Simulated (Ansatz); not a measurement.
CsIn3 squeezed and stretched

A database entry relaxed whole under r2SCAN (I-4m2):

```
Cs In
1.0
    -3.56308    3.56308    8.46164
     3.56308   -3.56308    8.46164
     3.56308    3.56308   -8.46164
Cs In
3 9
Cartesian
  3.5631 0.0000 2.1492
  3.5631 0.0000 6.3125
  0.0000 0.0000 0.0000
  1.3976 3.5631 1.8350
  0.0000 2.1655 6.6267
  2.1655 0.0000 10.2966
  3.5631 1.3976 -1.8350
  0.0000 0.0000 8.4616
  2.0875 3.5631 4.7196
  0.0000 1.4756 3.7420
  1.4756 0.0000 13.1813
  3.5631 2.0875 -4.7196
```

The cell was scaled uniformly, its shape held, and the atoms relaxed at each volume with plane-wave PAW DFT (Ansatz 0.2.0; r2SCAN, 500 eV, 6×6×6 Γ-centred mesh, fermi-dirac occupations of width 0.020 eV; no spin, no spin-orbit coupling). One row is withheld.

```
volume (Å³/atom)  energy over the lowest (meV/atom)  pressure (GPa)  gap over mesh and path (eV)
          33.660                               11.7            1.86                         0.23
          34.376                                5.0            1.16                         0.22
          35.092                                1.2            0.54                         0.22
          35.808                                0.0            0.00                         0.22
          36.525                                1.1           -0.48                         0.22
          37.241                                  ?               ?                            ?
          37.957                                9.1           -1.28                         0.20
```

Fit the pressures of the other rows to the third-order Birch-Murnaghan form.

With f = [(V₀/V)^(2/3) − 1]/2 and P = 3B₀f(1 + 2f)^(5/2)[1 + 3(B₀′ − 4)f/2], least squares gives V₀ = 35.81 Å³ an atom, B₀ = 25.6 GPa and B₀′ = 5.3; the rows miss the fit by less than 0.01 GPa. The slope of the energies differs from these pressures by less than 0.05 GPa.

How does the gap move with volume?

A parabola in ln(V/V₀) through the other rows has the slope dE_g/d ln V = -0.2 eV at V₀, so by B₀ the gap moves by +9 meV a GPa at this fixed shape: it widens under pressure.

What does the withheld row hold?

The fit gives -0.90 GPa at 37.241 Å³; the run gave -0.91 GPa and 4.2 meV an atom. Its gap is 0.21 eV, against 0.21 eV from the parabola.

Caveats: the shape of the cell was held, so B₀ is an upper bound where the axes differ in stiffness; 0 K, fixed nuclei; the symmetry was kept, and this need not be the phase that is stable at 0 K; one mesh for all volumes; r2SCAN gaps lie as a rule under measured ones; the slope of the gap can be off by tens of per cent, more where shallow d levels or spin-orbit coupling act on the edges; no spin-orbit coupling, which narrows gaps of heavier elements; pressure is positive in compression.
